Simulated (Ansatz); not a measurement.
GaP:
```xyz
2
Lattice="0.0000 2.5788 2.5788 2.5788 0.0000 2.5788 2.5788 2.5788 0.0000" Properties=species:S:1:pos:R:3 pbc="T T T"
Ga     0.0000     0.0000     0.0000
P      2.5788     2.5788     2.5788
```

Relaxed with PBE. Special points in fractions of this cell's reciprocal vectors: Γ (0.000, 0.000, 0.000); X (0.500, 0.000, 0.500); U (0.625, 0.250, 0.625); K (0.375, 0.375, 0.750); L (0.500, 0.500, 0.500); W (0.500, 0.250, 0.750).

**Question.** List the band energies nearest the Fermi level at these points for plane-wave PAW PBE with spin–orbit coupling (Ansatz code).

**Answer.** In eV from the Fermi level; about four levels below and three above (degenerate sets whole), none deeper than 8.9 eV; points with the same levels are listed once.

```csv
k,below,above
Γ,-0.08 -0.08,0.03 0.03 0.03 0.03
X,-2.70 -2.70 -2.63 -2.63,3.39 3.39 10.80 10.80
U,-1.97 -1.97 -0.20 -0.20,5.86 5.86 7.18 7.18
L,-7.81 -7.81,0.15 0.15 0.18 0.18
W,-4.63 -4.63 -4.61 -4.61,2.56 2.56 4.58 4.58
```

Space group Fm-3m (rock salt). The start of the workflow was typed in or built on a structure type; neither database checked (COD, Materials Project) lists it. It is not the phase usual at ambient conditions (space group No. 216). The cell was relaxed with PBE under the symmetry of its start; whether a distortion lowers the energy is not shown.

Potentials: the earlier of the program's two PAW sets.
